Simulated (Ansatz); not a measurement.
Input:

IrC:
```cif
data_CIr
_chemical_formula_sum 'Ir1 C1'
_space_group_name_H-M_alt 'P 1'
_space_group_IT_number 1
_cell_length_a 3.23855
_cell_length_b 3.23855
_cell_length_c 3.23855
_cell_angle_alpha 60.000
_cell_angle_beta 60.000
_cell_angle_gamma 60.000
loop_
_space_group_symop_operation_xyz
  'x, y, z'
loop_
_atom_site_label
_atom_site_type_symbol
_atom_site_fract_x
_atom_site_fract_y
_atom_site_fract_z
_atom_site_occupancy
Ir1 Ir 0.00000 0.00000 0.00000 1
C1 C 0.25000 0.25000 0.25000 1
```

This is the PBEsol-relaxed structure.

**Question.** All from PBEsol in the plane-wave PAW code Ansatz, unless another level is named. Estimate the electronic character.

**Answer.** metallic (no gap).

**Question.** Next, the formation energy from the elements (no fitted shifts)?

**Answer.** 0.53 eV/atom.

**Question.** And the density of states at the Fermi level?

**Answer.** 0.34 states/eV per atom (mean over ±0.08 eV).

**Question.** Next, the gap with spin–orbit coupling?

**Answer.** none (metallic).

Space group F-43m (zinc blende). The start of the workflow was typed in or built on a structure type; neither database checked (COD, Materials Project) lists it. Its standing as an ambient phase is unchecked. The PBEsol relaxation kept the symmetry of its start; whether a distortion lowers the energy is not shown. No spin polarisation was allowed. Its formation energy is positive at this level, so the cell may be metastable or incomplete. The references are the lowest solids computed at this level, not always the standard phases. Spin–orbit coupling is left out wherever it is not named.

Potentials: the earlier of the program's two PAW sets. The files were generated under PBE; for other functionals the program regenerates the frozen cores, and for LDA and PBEsol the local potential too.
